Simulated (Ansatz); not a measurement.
Data:

LiAl3:
Space group Pm-3m (No. 221); a = 3.964 Å, b = 3.964 Å, c = 3.964 Å, α = 90.00°, β = 90.00°, γ = 90.00°

```json
[
 {"atom": "Li", "site": "1a", "symmetry": "m-3m", "x": "0.0000", "y": "0.0000", "z": "0.0000"},
 {"atom": "Al", "site": "3c", "symmetry": "4/mm.m", "x": "0.0000", "y": "0.5000", "z": "0.5000"}
]
```

This is the LDA-relaxed structure.

### Question
All from the program Ansatz at the LDA level (PAW), unless another level is named. Give the Debye temperature from the elastic constants.

### Answer
583 K.

### Question
Predict the highest zone-centre frequency.

### Answer
367 cm⁻¹.

The first step of the workflow began from a Materials Project structure, measured or hypothetical; the Crystallography Open Database copy checked does not list it. With Li and Al taken as one species the cell has the higher symmetry Fm-3m, so it may be an ordered model of a mixed-site phase. Its standing as an ambient phase is unchecked. The LDA relaxation kept the symmetry of its start; of distortions, only those at the zone centre were tested. As this level gives no gap, shear constants depend on the k-mesh and smearing (Fermi–Dirac, 0.1 eV here). As this level gives no gap, phonon frequencies hold no LO–TO term and depend on the k-mesh and smearing (Fermi–Dirac, 0.1 eV here).

Potentials: the later of the program's two PAW sets.
